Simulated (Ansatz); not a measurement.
A geometry of Si$_{2}$W away from equilibrium: the start of the relaxation of a relaxed Si2W cell displaced along its unstable phonon at q = (½, ½, 0) of its primitive reciprocal cell (79i cm⁻¹), largest move 0.15 Å. All values below come from PBEsol (plane waves to 420 eV, PAW, scalar-relativistic; Ansatz, a quantum-chemistry and plane-wave program). Γ-centred k-mesh 4×8×8 on the run's cell (coarser than for final values), Fermi–Dirac smearing 0.05 eV.

```xyz
12
Lattice="-5.9614 5.9614 5.1284 0.0000 0.0000 5.1284 2.9807 2.9807 -2.5642" Properties=species:S:1:pos:R:3:forces:R:3 pbc="T T T" free_energy=-45999.190 pressure_GPa=-0.2
Si     0.8401     3.8208     0.0584    0.0775    0.0775   -0.0137
Si    -2.1406     6.8016     2.5058    0.0775    0.0775    0.0137
Si     0.8401     2.1406     2.4142    0.0605   -0.0605    0.0189
Si    -2.1406     5.1213     5.2784    0.0605   -0.0605   -0.0189
Si    -3.8208     6.8016     5.2784   -0.0605    0.0605   -0.0189
Si    -0.8401     3.8208     2.4142   -0.0605    0.0605    0.0189
Si    -3.8208     5.1213     7.6341   -0.0775   -0.0775    0.0137
Si    -0.8401     2.1406     5.1868   -0.0775   -0.0775   -0.0137
W     -0.0346    -0.0346     1.2821   -0.0797   -0.0797    0.0000
W     -2.9462     3.0153     3.8463    0.0797    0.0797    0.0000
W      0.0346     0.0346     3.8463    0.0797    0.0797    0.0000
W     -3.0153     2.9462     6.4105   -0.0797   -0.0797    0.0000
```

Positions in Å, forces in eV/Å, free energy of the cell in eV (comparable only within this code, potentials and settings). Largest force: 0.11 eV/Å, on Si1, Si2, Si7, Si8, W9, W10, W11, W12 (atoms numbered as listed); the geometry lies 0.01 eV/atom above the end of its relaxation.

No spin polarisation in the result.

The run could not lose the symmetry of its start, so the end can be a saddle point.

The end of the path is a generated cell of Si2W: the first start was made by placing the elements on the sites of a structure type, and the end was not matched to a known phase here, so it may be hypothetical. Known forms of Si2W include space group No. 139.
